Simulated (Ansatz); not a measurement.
A: Al2Cu (Al2Cu type, space group I4/mcm), a = 6.059 Å, b = 6.059 Å, c = 4.874 Å, α = 90.00°, β = 90.00°, γ = 90.00°
B: TiO2 (rutile), a = b = 4.6434 Å, c = 2.9638 Å, α = β = γ = 90.00°
C: Te (trigonal-Te type, space group P3_121), a = 4.5182 Å, b = 4.5182 Å, c = 5.9555 Å, α = 90.00°, β = 90.00°, γ = 120.00°

Scan: energy over volume and axial ratio (atoms clamped). One method and one kind of scan serve all of them; meshes and ranges differ. Al2Cu is run without spin polarisation. All were relaxed with their symmetry unable to fall. Spin-orbit coupling is left out. TiO2 is run without spin polarisation.

Problem. Rank these by modulus against c/a change at fixed volume, (3/4V)·∂²E/∂(ln c/a)² (fitted) (highest first), as PBE (plane waves to 420 eV, PAW, scalar-relativistic; Ansatz, a first-principles code) gives it.

Solution. B (130 GPa), A (60 GPa), C (14 GPa)

(Under strain, the slope of the energy per volume gives the stress and its curvature an elastic modulus.)
